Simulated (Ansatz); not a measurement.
ZnAgF3 (cubic perovskite, Pm-3m) under volume change, LDA (plane waves, PAW; program Ansatz), scaled uniformly.

| V (Å³/atom) | E − E(relaxed) (meV/atom) | P (GPa) |
|---|---|---|
| 10.905 | … | … |
| 11.264 | 17.1 | 8.10 |
| 11.624 | 4.1 | 3.71 |
| 11.983 | 0.0 | 0.02 |
| 12.343 | … | … |
| 12.702 | 13.4 | -5.68 |
| 13.062 | 28.8 | -7.87 |

Problem. Fill in the missing entries.

Solution. 
- 10.905, E − E(relaxed) (meV/atom): 41.1
- 10.905, P (GPa): 13.35
- 12.343, E − E(relaxed) (meV/atom): 3.6
- 12.343, P (GPa): -3.08

Problem. What does a third-order Birch–Murnaghan fit give for V₀, B₀ and B′?

Solution. V₀ = 11.98 Å³/atom, B₀ = 112 GPa, B′ = 4.8.

The workflow started from an entry of the Crystallography Open Database (COD). Its standing as an ambient phase is unchecked. The cell was relaxed with LDA under the symmetry of its start; whether a distortion lowers the energy is not shown. The run is not spin-polarised.

Potentials: the later of the program's two PAW sets.
